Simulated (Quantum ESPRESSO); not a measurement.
## AlSc3Ag3Ru (input and log of a self-consistent run)

A calculation, not a measurement. The program is pw.x of Quantum ESPRESSO 7.5 (plane-wave density functional theory). The cell is made up: eight metal atoms on a face-centred cubic lattice, with elements, volume, strain and displacements drawn at random and not relaxed, so it may be unstable or far from any real phase. PseudoDojo standard norm-conserving files set the functional (PBE unless stated); there is no spin polarisation or spin-orbit coupling, the Fermi-Dirac width of 0.25 eV means electrons at about 2900 K, and the masses in the input are unused placeholders. A spin test at this wide smearing found no moment, but such smearing suppresses magnetism that the real alloy may have.

Input:

```
&control calculation='scf', pseudo_dir='./dojo.nc.sr.pbe.v0_5.standard.upf', outdir='./o', disk_io='minimal', tprnfor=.true., tstress=.true. /
&system ibrav=0, nat=8, ntyp=4, nbnd=68, ecutwfc=84.00895049, nosym=.true., tot_charge=0,
 occupations='smearing', smearing='fd', degauss=0.0183746611
/
&electrons conv_thr=1.470e-08, electron_maxstep=70, mixing_beta=0.5 /
ATOMIC_SPECIES
Ag 1.0 Ag.upf
Al 1.0 Al.upf
Ru 1.0 Ru.upf
Sc 1.0 Sc.upf
CELL_PARAMETERS angstrom
-4.1561 -0.0139 -0.0525
-2.1182 -4.1177 -2.049
-2.0132 -4.2643 6.335
ATOMIC_POSITIONS angstrom
Al 0.0296 0.0035 -0.0457
Sc -2.0029 -4.2409 2.1427
Ag -2.0683 -1.9896 -0.0539
Sc -4.1814 -6.3648 2.098
Ag -4.2035 -4.2382 4.2312
Sc -4.1429 -4.129 -0.077
Ru -4.1163 -2.1238 2.0441
Ag -6.1157 -6.3432 4.144
K_POINTS automatic
6 5 3 1 1 1
```

The log is shortened where brackets say so; the opening notice, blank lines, dates and the lines on written files are dropped, and the path of the files is cut. It prints rydbergs, bohrs and kilobars, and counts compression as positive stress. Its total energy is the free energy E - TS of the whole cell.

```
     Program PWSCF v.7.5
     Parallel version (MPI & OpenMP), running on       4 processor cores
     Number of MPI processes:                 4
     Threads/MPI process:                     1
     [start-up lines left out]
     bravais-lattice index     =            0
     lattice parameter (alat)  =       7.8546  a.u.
     unit-cell volume          =     974.7683 (a.u.)^3
     number of atoms/cell      =            8
     number of atomic types    =            4
     number of electrons       =       109.00
     number of Kohn-Sham states=           68
     kinetic-energy cutoff     =      84.0090  Ry
     charge density cutoff     =     336.0358  Ry
     scf convergence threshold =      1.5E-08
     mixing beta               =       0.5000
     number of iterations used =            8  plain     mixing
     Exchange-correlation= PBE
                           (   1   4   3   4   0   0   0)
     [axes and pseudopotential details left out]
   Cartesian axes
     site n.     atom                  positions (alat units)
         1        Al     tau(   1) = (   0.0071215   0.0008421  -0.0109949  )
         2        Sc     tau(   2) = (  -0.4818770  -1.0203166   0.5155114  )
         3        Ag     tau(   3) = (  -0.4976116  -0.4786772  -0.0129678  )
         4        Sc     tau(   4) = (  -1.0060016  -1.5313050   0.5047571  )
         5        Ag     tau(   5) = (  -1.0113186  -1.0196670   1.0179829  )
         6        Sc     tau(   6) = (  -0.9967389  -0.9933947  -0.0185254  )
         7        Ru     tau(   7) = (  -0.9903392  -0.5109643   0.4917893  )
         8        Ag     tau(   8) = (  -1.4713741  -1.5261083   0.9970035  )
     number of k points=    45  Fermi-Dirac smearing, width (Ry)=  0.0184
                       cart. coord. in units 2pi/alat
        k(    1) = (  -0.0835062  -0.0743046   0.0327972), wk =   0.0444444
        k(    2) = (  -0.0799055   0.0869255  -0.2949355), wk =   0.0444444
     [further k points left out]
     Dense  grid:   101329 G-vectors     FFT dimensions: (  45,  60,  90)
     Estimated max dynamical RAM per process >     326.40 MB
     Estimated total dynamical RAM >       1.20 GB
     Initial potential from superposition of free atoms
     starting charge     108.9875, renormalised to     109.0000
     Starting wfcs are   74 randomized atomic wfcs
     total cpu time spent up to now is        4.8 secs
     per-process dynamical memory:   258.4 Mb
     Self-consistent Calculation
     iteration #  1     ecut=    84.01 Ry     beta= 0.50
     Davidson diagonalization with overlap
     ethr =  1.00E-02,  avg # of iterations =  2.2
     total cpu time spent up to now is       15.5 secs
     total energy              =   -1425.68317853 Ry
     estimated scf accuracy    <       2.94169330 Ry
     iteration #  2     ecut=    84.01 Ry     beta= 0.50
     Davidson diagonalization with overlap
     ethr =  2.70E-03,  avg # of iterations =  4.6
     total cpu time spent up to now is       28.6 secs
     total energy              =   -1425.42318885 Ry
     estimated scf accuracy    <      18.07815822 Ry
     iteration #  3     ecut=    84.01 Ry     beta= 0.50
     Davidson diagonalization with overlap
     ethr =  2.70E-03,  avg # of iterations =  4.8
     total cpu time spent up to now is       40.3 secs
     total energy              =   -1427.14588427 Ry
     estimated scf accuracy    <       3.30488727 Ry
     iteration #  4     ecut=    84.01 Ry     beta= 0.50
     Davidson diagonalization with overlap
     ethr =  2.70E-03,  avg # of iterations =  2.0
     total cpu time spent up to now is       49.6 secs
     total energy              =   -1427.37188668 Ry
     estimated scf accuracy    <       0.26231981 Ry
     iteration #  5     ecut=    84.01 Ry     beta= 0.50
     Davidson diagonalization with overlap
     ethr =  2.41E-04,  avg # of iterations =  7.4
     total cpu time spent up to now is       62.7 secs
     total energy              =   -1427.39721821 Ry
     estimated scf accuracy    <       0.16525545 Ry
     [iterations 6 to 10 left out]
     iteration # 11     ecut=    84.01 Ry     beta= 0.50
     Davidson diagonalization with overlap
     ethr =  3.21E-08,  avg # of iterations =  5.9
     total cpu time spent up to now is      129.4 secs
     total energy              =   -1427.41435614 Ry
     estimated scf accuracy    <       0.00000820 Ry
     iteration # 12     ecut=    84.01 Ry     beta= 0.50
     Davidson diagonalization with overlap
     ethr =  7.53E-09,  avg # of iterations =  2.0
     total cpu time spent up to now is      138.6 secs
     total energy              =   -1427.41435680 Ry
     estimated scf accuracy    <       0.00000062 Ry
     iteration # 13     ecut=    84.01 Ry     beta= 0.50
     Davidson diagonalization with overlap
     ethr =  5.70E-10,  avg # of iterations =  5.0
     total cpu time spent up to now is      150.5 secs
     total energy              =   -1427.41435693 Ry
     estimated scf accuracy    <       0.00000022 Ry
     iteration # 14     ecut=    84.01 Ry     beta= 0.50
     Davidson diagonalization with overlap
     ethr =  1.98E-10,  avg # of iterations =  2.0
     total cpu time spent up to now is      159.8 secs
     total energy              =   -1427.41435696 Ry
     estimated scf accuracy    <       0.00000007 Ry
     iteration # 15     ecut=    84.01 Ry     beta= 0.50
     Davidson diagonalization with overlap
     ethr =  6.00E-11,  avg # of iterations =  3.6
     total cpu time spent up to now is      169.7 secs
     End of self-consistent calculation
     [lines on levels left out]
!    total energy              =   -1427.41435696 Ry
     estimated scf accuracy    <       0.00000001 Ry
     smearing contrib. (-TS)   =      -0.08604606 Ry
     internal energy E=F+TS    =   -1427.32831089 Ry
     The total energy is F=E-TS. E is the sum of the following terms:
     one-electron contribution =    -646.41773265 Ry
     hartree contribution      =     369.34703155 Ry
     xc contribution           =    -223.95337623 Ry
     ewald contribution        =    -926.30423357 Ry
     convergence has been achieved in  15 iterations
     Forces acting on atoms (cartesian axes, Ry/au):
     atom    1 type  2   force =     0.00083573   -0.02991405    0.00304897
     atom    2 type  4   force =    -0.02166563    0.03621909   -0.02617606
     atom    3 type  1   force =     0.00434845   -0.01320471   -0.00175593
     atom    4 type  4   force =     0.01269165    0.00573277   -0.00253096
     atom    5 type  1   force =     0.01826029   -0.00249471   -0.00171361
     atom    6 type  4   force =     0.00467638   -0.01237568   -0.00116032
     atom    7 type  3   force =    -0.00120309    0.01267097    0.00936006
     atom    8 type  1   force =    -0.01794378    0.00336634    0.02092785
     Total force =     0.072855     Total SCF correction =     0.000688
     Computing stress (Cartesian axis) and pressure
          total   stress  (Ry/bohr**3)                   (kbar)     P=       22.30
   0.00018324  -0.00003352  -0.00010320           26.96       -4.93      -15.18
  -0.00003352   0.00000682   0.00004432           -4.93        1.00        6.52
  -0.00010320   0.00004432   0.00026470          -15.18        6.52       38.94
     init_run     :      4.55s CPU      4.76s WALL (       1 calls)
     electrons    :    161.26s CPU    164.87s WALL (       1 calls)
     forces       :      1.49s CPU      1.50s WALL (       1 calls)
     stress       :      4.83s CPU      4.83s WALL (       1 calls)
     [timing details left out]
     PWSCF        :   2m52.20s CPU   2m56.10s WALL
     JOB DONE.
```

In other units: free energy -19420.962 eV for the cell, pressure 2.23 GPa, largest force component 0.931 eV/Å in size. The run took 178 s of wall time with four MPI processes on a shared machine (Intel Xeon, 2023 or later, virtual cores), so the time is rough. A rerun of this cell at a higher cutoff and on a denser mesh moved values by no more than 0.004 eV in energy, 0.07 GPa in stress and 0.005 eV/Å in force, and a second program with other atomic files agreed on that cell to 2 % rms in force and 0.5 GPa in pressure.